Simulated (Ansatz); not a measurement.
SiB$_{2}$Mo$_{2}$:
```xyz
5
Lattice="1.5226 -5.5417 0.0000 1.5226 5.5417 0.0000 0.0000 0.0000 3.1134" Properties=species:S:1:pos:R:3 pbc="T T T"
Si     0.0000     0.0000     0.0000
Mo     1.5226     1.5137     1.5567
Mo     1.5226    -1.5137     1.5567
B      1.5226     3.2489     0.0000
B      1.5226    -3.2489     0.0000
```

Relaxed with PBEsol. Special points in fractions of this cell's reciprocal vectors: Γ (0.000, 0.000, 0.000); Y (-0.500, 0.500, 0.000); C0 (-0.269, 0.731, 0.000); Σ0 (0.269, 0.269, 0.000); Z (0.000, 0.000, 0.500); A0 (0.269, 0.269, 0.500); E0 (-0.269, 0.731, 0.500); T (-0.500, 0.500, 0.500); S (0.000, 0.500, 0.000); R (0.000, 0.500, 0.500).

List the band energies nearest the Fermi level at these points for PBEsol (plane waves, PAW; program Ansatz).

In eV from the Fermi level; about four levels below and three above (degenerate sets whole), none deeper than 8.9 eV; points with the same levels are listed once.

```json
[
 {"k": "Γ", "below": "-4.24 -4.02 -3.92 -0.79", "above": "0.10 0.34 0.67"},
 {"k": "Y", "below": "-4.12 -3.68 -1.52 -0.68", "above": "0.15 0.90 1.56"},
 {"k": "C0", "below": "-4.00 -4.00 -3.76 -0.70 -0.01", "above": "0.13 1.17 2.23"},
 {"k": "Z", "below": "-2.49 -2.16 -1.88 -0.62", "above": "0.41 1.44 1.60"},
 {"k": "A0", "below": "-5.07 -4.12 -0.71 -0.43", "above": "0.15 0.34 2.27"},
 {"k": "T", "below": "-3.98 -1.91 -1.50 -1.48", "above": "1.56 1.95 2.19"},
 {"k": "S", "below": "-3.97 -3.63 -0.65 -0.03", "above": "0.17 0.84 2.08"},
 {"k": "R", "below": "-4.96 -4.07 -0.83 -0.50", "above": "0.21 0.49 2.29"}
]
```

Space group Cmmm. The start of the workflow was typed in or built on a structure type; neither database checked (COD, Materials Project) lists it. Whether it is the stable phase at ambient conditions was not checked. The cell was relaxed with PBEsol under the symmetry of its start; whether a distortion lowers the energy is not shown. No spin polarisation was allowed. Scalar-relativistic: spin–orbit coupling is off unless named, which matters more the heavier the elements.

Potentials: the later of the program's two PAW sets.
